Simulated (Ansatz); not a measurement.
# Profile along the Ti–O line in SrTiO3 (cubic perovskite)

SrTiO$_{3}$ (cubic perovskite)

```xyz
5
Lattice="3.9070 0.0000 0.0000 0.0000 3.9070 0.0000 0.0000 0.0000 3.9070" Properties=species:S:1:pos:R:3 pbc="T T T"
Sr     0.0000     0.0000     0.0000
Ti     1.9535     1.9535     1.9535
O      0.0000     1.9535     1.9535
O      1.9535     1.9535     0.0000
O      1.9535     0.0000     1.9535
```

Fields along a shortest Ti–O line of a {110} plane (1.95 Å), from Ti to O, interpolated on the slice's grid (step about 0.2 Å). The numbers are results of r2SCAN (plane waves to 500 eV, PAW, scalar-relativistic; Ansatz, a first-principles code), not measurements. k mesh 9×9×9. Inside the PAW spheres the values are not all-electron values, and peaks at nuclei hang on which shells count as valence. SrTiO3 is run without spin polarisation. SrTiO3 was relaxed with its symmetry unable to fall.

```tsv
distance from Ti (Å)	valence electron density (e/Å³)	electron localisation function
0.00	9.96	x
0.20	9.55	x
0.39	7.40	x
0.59	3.82	0.67
0.78	1.32	0.35
0.97	0.70	0.20
1.17	1.04	0.65
1.36	2.24	0.82
1.56	4.65	x
1.75	6.87	x
1.95	7.60	x
```

x: too close to a nucleus for the ELF to mean much.

Density on the Ti–O line (1.95 Å) at its midpoint: 0.70 e/Å³. ELF at that point: 0.20.
